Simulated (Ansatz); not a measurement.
ZrTi in space group P-6m2 (No. 187; Zr on 1a, Ti on 1d), a = 3.109 Å, b = 3.109 Å, c = 4.892 Å, α = 90.00°, β = 90.00°, γ = 120.00°.

Relaxed with r²SCAN.

**Question.** Tabulate the valence density and the electron localisation function along the shortest Zr–Ti contact (3.03 Å), the program Ansatz at the r²SCAN level (PAW).

**Answer.** 

| distance from Zr (Å) | density (e/Å³) | ELF |
|---|---|---|
| 0.30 | 3.96 | 0.44 |
| 0.46 | 3.97 | 0.73 |
| 0.61 | 3.02 | 0.80 |
| 0.76 | 1.77 | 0.74 |
| 0.91 | 0.87 | 0.50 |
| 1.06 | 0.42 | 0.22 |
| 1.21 | 0.25 | 0.12 |
| 1.37 | 0.19 | 0.14 |
| 1.52 | 0.18 | 0.19 |
| 1.67 | 0.18 | 0.18 |
| 1.82 | 0.20 | 0.12 |
| 1.97 | 0.28 | 0.10 |
| 2.12 | 0.52 | 0.21 |
| 2.28 | 1.37 | 0.47 |
| 2.43 | 3.37 | 0.63 |
| 2.58 | 6.20 | 0.57 |
| 2.73 | 8.67 | 0.29 |

The density is the valence pseudo-density with augmentation charge, so density and ELF within about 1 Å of a nucleus are not all-electron values.

The workflow started from a Materials Project entry (that database holds measured and hypothetical structures alike); the Crystallography Open Database copy checked does not list it. With Zr and Ti taken as one species the cell has the higher symmetry P6_3/mmc, so it may be an ordered model of a mixed-site phase. Whether it is the stable phase at ambient conditions was not checked. Symmetry was held in the r²SCAN relaxation; whether a distortion lowers the energy is not shown. The run is not spin-polarised. Axis ratios of metals converge slowly with the k-mesh, so a and c are less sure than the volume.

Potentials: the later of the program's two PAW sets.
